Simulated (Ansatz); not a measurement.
This CaCrC₄N₄ structure is the end of a relaxation. The cell was found from a structure generator's guess, not taken from experiment.

Level of theory: Ansatz, DFT PBE, scalar-relativistic, plane waves, PAW. Cutoff 420 eV, Γ-centred mesh, Gaussian smearing, collinear spin.

```
Ca Cr C N
1.0
     4.80716   -5.46709    0.00000
     4.80716    5.46709    0.00000
     0.00000    0.00000    3.83445
Ca Cr C N
1 1 4 4
Direct
  0.50000 0.50000 0.65588
  0.00000 0.00000 0.98561
  0.81661 0.18339 0.87724
  0.79042 0.79042 0.09127
  0.20958 0.20958 0.09127
  0.18339 0.81661 0.87724
  0.71437 0.28563 0.78768
  0.67286 0.67286 0.17439
  0.32714 0.32714 0.17439
  0.28563 0.71437 0.78768
```

The zero of energy is the elements' standard structures at the same level (N₂ as a molecule); no fitted shifts are applied.

Problem. Find its symmetry and describe it.

Solution. Cmm2 (No. 35). Conventional cell: a = 9.614 Å, b = 10.934 Å, c = 3.834 Å. Ca is surrounded by 6 N at 2.40–2.59 Å; around Cr lie 4 C at 2.05–2.06 Å; C on its first site is surrounded by 1 N at 1.17 Å and 1 Cr at 2.05 Å; N on its first site is surrounded by 1 C at 1.17 Å and 1 Ca at 2.40 Å; 2 more sites not described.

Problem. What is its formation energy per atom?

Solution. −0.025 eV/atom. The formation energy is too near zero to say whether this cell lies below the elements.

Problem. Is it a metal?

Solution. No, the gap on the 4×4×8 mesh is 1.11 eV.

Problem. Which magnetic moments does it keep?

Solution. 0.40 μB per atom net, the space between the atoms included; by site: Cr 2.8 μB.

The last run used collinear spin, a 4×4×8 mesh (in the run's order of axes) for its 10-atom cell and Gaussian smearing of 0.02 eV. Kohn–Sham gaps at this level usually fall short of measured ones. The reference form of C is held partly by dispersion forces, which this level lacks. Another magnetic order may lie lower. This cell was reached by moving the atoms of another relaxed cell at random and relaxing again, last within the group found; it had no such test of its own.
